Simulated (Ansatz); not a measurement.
Zn₂CdO₃: relaxed-ion elastic tensor

All numbers below come from DFT PBE, scalar-relativistic, plane waves, PAW (Ansatz 0.2.0). Plane waves to 420 eV; Γ-centred k mesh 14×14×14; Gaussian smearing of 0.01 eV. No spin polarisation.

Equilibrium structure at this level:
```
CELL_PARAMETERS angstrom
-1.68113 1.68113 7.26374
1.68113 -1.68113 7.26374
1.68113 1.68113 -7.26374
ATOMIC_POSITIONS crystal
Zn 0.82573 0.82573 0.00000
Zn 0.17427 0.17427 0.00000
Cd 0.50000 0.50000 0.00000
O 0.40128 0.90128 0.50000
O 0.09872 0.59872 0.50000
O 0.75000 0.25000 0.50000
```

It was reached by relaxing an invented guess, and it needn't be the stable form of this composition.

**Question.** Give the relaxed-ion elastic constants (GPa, Voigt order xx yy zz yz xz xy, on the Cartesian axes of the cell above).

**Answer.**
C11 = 171.5, C12 = 65.8, C13 = 105.5, C22 = 171.5, C23 = 105.5, C33 = 141.4, C44 = 44.0, C55 = 44.0, C66 = 15.8 GPa; the others vanish.

**Question.** Is the crystal stable against homogeneous strain?

**Answer.** Yes: the least eigenvalue of the tensor is 15.8 GPa.

**Question.** And the moduli of a polycrystal (Hill averages)?

**Answer.** B = 115 GPa, G = 31 GPa, E = 84 GPa, ν = 0.38.
